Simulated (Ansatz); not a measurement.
CaSn2O2:
Space group P-4m2 (No. 115); a = b = 3.7316 Å, c = 7.9080 Å, α = β = γ = 90.00°

| atom | site | symmetry | x | y | z |
|---|---|---|---|---|---|
| Sn | 2g | 2mm. | 0.0000 | 0.5000 | 0.1527 |
| O | 1b | -4m2 | 0.5000 | 0.5000 | 0.0000 |
| O | 1a | -4m2 | 0.0000 | 0.0000 | 0.0000 |
| Ca | 1d | -4m2 | 0.0000 | 0.0000 | 0.5000 |

Relaxed with PBE+D3(BJ).

Problem. Decompose the optical modes at the zone centre into irreducible representations, and say which are infrared and Raman allowed.

Solution. Point group -42m: Γ_opt = A1 + 3B2 + 4E. Infrared: B2, E. Raman: A1, B2, E.

Problem. Assign frequencies (DFPT, PBE+D3(BJ) in the plane-wave PAW code Ansatz).

Solution. E 57, E 109, B2 156, A1 211, B2 225, E 276, B2 292, E 481 cm⁻¹.

Subscripts of B labels follow the axes of the standard setting.

A made-up cell: these elements were put on the sites of a structure type; neither database checked (COD, Materials Project) lists it. Whether it is the stable phase at ambient conditions was not checked. Symmetry was held in the PBE+D3(BJ) relaxation. At this level the phase is mechanically unstable. As this level gives no gap, phonon frequencies hold no LO–TO term and depend on the k-mesh and smearing (Fermi–Dirac, 0.1 eV here). Spin–orbit coupling is left out wherever it is not named.

Potentials: the later of the program's two PAW sets.
